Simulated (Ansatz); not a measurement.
BaSrTi₂O₆:
Space group P4mm (No. 99); a = b = 3.9409 Å, c = 8.0164 Å, α = β = γ = 90.00°

```json
[
 {"atom": "Ba", "site": "1a", "symmetry": "4mm", "x": "0.0000", "y": "0.0000", "z": "0.0114"},
 {"atom": "O", "site": "1b", "symmetry": "4mm", "x": "0.5000", "y": "0.5000", "z": "0.9955"},
 {"atom": "Ti", "site": "1b", "symmetry": "4mm", "x": "0.5000", "y": "0.5000", "z": "0.2742"},
 {"atom": "O", "site": "2c", "symmetry": "2mm.", "x": "0.0000", "y": "0.5000", "z": "0.2606"},
 {"atom": "Sr", "site": "1a", "symmetry": "4mm", "x": "0.0000", "y": "0.0000", "z": "0.5141"},
 {"atom": "O", "site": "1b", "symmetry": "4mm", "x": "0.5000", "y": "0.5000", "z": "0.5015"},
 {"atom": "Ti", "site": "1b", "symmetry": "4mm", "x": "0.5000", "y": "0.5000", "z": "0.7622"},
 {"atom": "O", "site": "2c", "symmetry": "2mm.", "x": "0.0000", "y": "0.5000", "z": "0.7436"}
]
```

Relaxed with r²SCAN.

Tabulate the valence density and the electron localisation function along the shortest Ti–O contact (1.82 Å), r²SCAN in the plane-wave PAW code Ansatz.



```
distance from Ti (Å)  density (e/Å³)   ELF
--------------------  --------------  ----
0.18                           10.97  0.63
0.27                            9.71  0.70
0.36                            8.04  0.74
0.46                            6.13  0.74
0.55                            4.30  0.70
0.64                            2.79  0.58
0.73                            1.75  0.39
0.82                            1.19  0.26
0.91                            1.02  0.25
1.00                            1.10  0.40
1.09                            1.37  0.62
1.18                            1.87  0.76
1.28                            2.65  0.79
1.37                            3.74  0.76
1.46                            5.06  0.68
1.55                            6.42  0.55
1.64                            7.59  0.39
```

The density is the valence pseudo-density with augmentation charge, so density and ELF within about 1 Å of a nucleus are not all-electron values.

The start of the workflow was typed in or built on a structure type; neither database checked (COD, Materials Project) lists it. Whether it is the stable phase at ambient conditions was not checked. Symmetry was held in the r²SCAN relaxation; its stability against distortions is not shown here. The workflow began spin-polarised and lost its moments. Spin–orbit coupling is left out wherever it is not named.

Potentials: the earlier of the program's two PAW sets.
